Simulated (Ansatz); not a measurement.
## Phonons of LaHg in the CsCl-type structure

Method: PBEsol, scalar-relativistic; no spin polarisation; PAW, 420 eV, Gaussian smearing of 0.15 eV; code Ansatz; PAW files: Ansatz's generated set soft_2.

```yaml
crystal:
  lattice:
    - [3.83807, 0.00000, 0.00000]
    - [0.00000, 3.83807, 0.00000]
    - [0.00000, 0.00000, 3.83807]
  atoms:
    - { symbol: La, position: [0.00000, 0.00000, 0.00000] }
    - { symbol: Hg, position: [0.50000, 0.50000, 0.50000] }
```

The start was a prototype's sites filled with these elements; the Crystallography Open Database holds the compound in this structure.

Force constants come from finite displacements in a 2×2×2 supercell (the unit cell's 10×10×10 k-mesh, folded to it); the long-range dipole term is not included. Points in reciprocal vectors of this cell: Γ = (0.000, 0.000, 0.000), X = (0.000, 0.500, 0.000), M = (0.500, 0.500, 0.000), R = (0.500, 0.500, 0.500).

Frequencies at the named points (cm⁻¹, imaginary ones negative):
| point | ω (cm⁻¹) |
| --- | --- |
| Γ | 0 0 0 79 79 79 |
| X | 54 54 62 71 71 91 |
| M | -24 -24 51 57 105 105 |
| R | 57 57 57 109 109 109 |

(1) Is the structure dynamically stable along this path, and where does the spectrum end?

Answer:

(1) No: a branch is imaginary, down to 24i cm⁻¹ at M. The highest frequency is 109 cm⁻¹, at R. Points that don't fit the supercell are interpolated.

The compound is known in this structure, so the unstable mode may be the calculation's: soft modes are sensitive to the volume, the k-mesh, the supercell and spin–orbit coupling, and real crystals can be held by temperature.

The crystal is a metal or nearly so; low and unstable modes depend on mesh and smearing.

Cost: 83 s on 4 threads of Intel(R) Xeon(R) Processor @ 2.70GHz, on a shared host, peak memory 2.4 GiB.

No spin–orbit coupling, a notable omission for heavy elements.
